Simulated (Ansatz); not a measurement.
Problem. Each is relaxed and computed with DFT-PBE in the program Ansatz with PAW potentials. Which is the only metal?
A. CaO, P4/nmm (Ca on 2c, O on 2a)
B. SiCO4, I-4 (Si on 2a, C on 2c, O on 8g)
C. SiC, wurtzite
D. Ta2C, P4/nmm (Ta on 2a, Ta on 2c, C on 2c)

Solution. D, Ta2C, P4/nmm (Ta on 2a, Ta on 2c, C on 2c). Ta2C: metal; SiCO4: gap 6.89 eV (indirect); SiC: gap 2.31 eV (indirect); CaO: gap 2.57 eV (indirect). Constructed cells (a structure type filled with these elements, in neither database checked): Ta2C, P4/nmm (Ta on 2a, Ta on 2c, C on 2c). Typed or built starts, not in the databases checked: SiCO4, I-4 (Si on 2a, C on 2c, O on 8g); CaO, P4/nmm (Ca on 2c, O on 2a). Not the usual ambient phase: CaO, P4/nmm (Ca on 2c, O on 2a). All cells were relaxed under the symmetry of their starts (and spin orders); stability against distortions was not tested throughout. Rows with no word on spin ran without spin polarisation. Scalar-relativistic: spin–orbit coupling is off unless named, which matters more the heavier the elements.

Potentials: the earlier of the program's two PAW sets.
